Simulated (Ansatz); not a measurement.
# BaTiO$_{3}$: energy along a strain

BaTiO$_{3}$, Pm-3m, a = 3.994 Å. The structure is a COD entry; whether it is the stable form wasn't checked. Ansatz: r2SCAN, PAW, 500 eV, Γ-centred 8×8×8 mesh on 5 atoms, Gaussian smearing 0.05 eV; no spin polarisation. Cell vectors (Å): 3.994 0.000 0.000; 0.000 3.994 0.000; 0.000 0.000 3.994. The cell is strained by x per cent times the pattern (0 0 1 0 0 0) in the order xx yy zz yz xz xy (engineering shears), with fractional coordinates held. y is the free energy over the start, V0 = 12.743 Å³/atom.

| x (%) | y (meV/atom) |
| --- | --- |
| -6.00 | ? |
| -4.50 | 29.68 |
| -3.00 | 12.51 |
| -1.50 | 2.97 |
| 0.00 | 0.00 |
| 1.50 | 2.68 |
| 3.00 | 10.19 |
| 4.50 | 21.82 |
| 5.25 | 28.97 |
| 6.00 | 36.94 |

Problem. Fit y = c2 x² + c3 x³ to the other rows, get the stiffness along the pattern, and predict the missing energy.

Solution. Least squares on the rows shown. y = 1.2733 x² − 0.041875 x³. The clamped-ion stiffness p·C·p = 2 × 12.73 eV × 160.2 / 12.743 Å³ = 320 GPa, which is C33 in these axes (C11 of the cubic crystal). At x = -6.00 the fit asked for gives 54.88 meV/atom. The run gave 55.70 meV/atom, so the fit is 0.82 meV/atom too low, 1.5 % of the span of the series, against an rms of 0.10 meV/atom on the fitted rows. The row lies outside the fitted range. With a term in x⁴ added, a fit to the same known rows predicts 55.58 meV/atom, so most of the miss is curvature that the known rows already hold.

Symmetry holds off the tilts and polar distortions that many cubic perovskites undergo.

Cost: 10 runs of about 3.2 core-minutes in all, on AMD EPYC (Zen 3) (shared hosts).